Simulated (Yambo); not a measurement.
Yambo run on BaTiO$_{3}$ (cubic perovskite, space group Pm-3m, No. 221). The wavefunctions come from this Quantum ESPRESSO step (PBEsol, PseudoDojo standard norm-conserving files, scalar-relativistic):

```
&CONTROL
  calculation = 'nscf'
  pseudo_dir = './pseudo'
  outdir = './out'
/
&SYSTEM
  ibrav = 0
  nat = 5
  ntyp = 3
  ecutwfc = 84.0
  ecutrho = 336.0
  occupations = 'fixed'
  force_symmorphic = .true.
  nbnd = 127
/
&ELECTRONS
  conv_thr = 5e-09
  diago_full_acc = .true.
  diago_thr_init = 1e-08
/
ATOMIC_SPECIES
O 15.9990 O.upf
Ti 47.8670 Ti.upf
Ba 137.3270 Ba.upf
CELL_PARAMETERS angstrom
  4.007680000000   0.000000000000   0.000000000000
  0.000000000000   4.007680000000   0.000000000000
  0.000000000000   0.000000000000   4.007680000000
ATOMIC_POSITIONS crystal
O   0.500000000000   0.000000000000   0.000000000000
O   0.000000000000   0.500000000000   0.000000000000
O   0.000000000000   0.000000000000   0.500000000000
Ti   0.000000000000   0.000000000000   0.000000000000
Ba   0.500000000000   0.500000000000   0.500000000000
K_POINTS automatic
4 4 4 0 0 0
```

Yambo input:

```
rim_cut
gw0
dyson
el_el_corr
HF_and_locXC
ppa
em1d
RandQpts= 1000000
RandGvec= 1 Ry
EXXRLvcs= 84 Ry
VXCRLvcs= 336 Ry
Chimod= "HARTREE"
% BndsRnXp
 2 | 125 |
%
NGsBlkXp= 8 Ry
% LongDrXp
 1.0 | 1.0 | 1.0 |
%
PPAPntXp= 27.2114 eV
% GbndRnge
 1 | 125 |
%
GTermKind= "BG"
DysSolver= "n"
ExtendOut
% QPkrange
 1 | 1 | 20 | 21 |
 3 | 3 | 20 | 21 |
 6 | 6 | 20 | 21 |
 10 | 10 | 20 | 21 |
%
```

k points by index: 1 = Γ, 3 = X, 6 = M, 10 = R.

Table of the .qp output:

```
#    K-point    Band    Eo [eV]    E [eV]    E-Eo [eV]    Vxc [eV]    Vnlxc [eV]    Sc|Eo [eV]    Sc|E [eV]    dSc/dw|Eo [eV]    Re(Z)    Im(Z)
#
    1    20    -0.117404    -0.418101    -0.300696    -19.97658    -24.77658    4.408341    4.499307    -8.228461    0.767816    -0.001414
    1    21    1.775198    2.925678    1.150480    -18.70777    -11.43365    -5.791635    -6.123641    -7.851594    0.776069    -0.001446
    3    20    -0.690309    -1.032053    -0.341745    -19.68585    -24.66779    4.536190    4.640205    -8.278764    0.766728    -0.001509
    3    21    1.909395    3.119598    1.210203    -19.16019    -11.65985    -5.932797    -6.290140    -8.033754    0.772058    -0.001485
    6    20    -0.050497    -0.360829    -0.310332    -19.58179    -24.69604    4.706772    4.803919    -8.514460    0.761669    -0.001498
    6    21    3.556456    4.828103    1.271647    -21.23387    -13.33363    -6.194814    -6.628591    -9.280853    0.745673    -0.001582
    10    20    0.000000    -0.287965    -0.287965    -19.70393    -24.80305    4.720805    4.811155    -8.533528    0.761263    -0.001497
    10    21    4.223338    5.516482    1.293144    -21.67010    -13.12725    -6.763621    -7.249712    -10.23165    0.726644    0.008390
```
(The two width columns are left out.) Convergence of these settings isn't established.

Geometry of the Materials Project entry, not relaxed at this level.

This is not the ordinary phase of the substance.
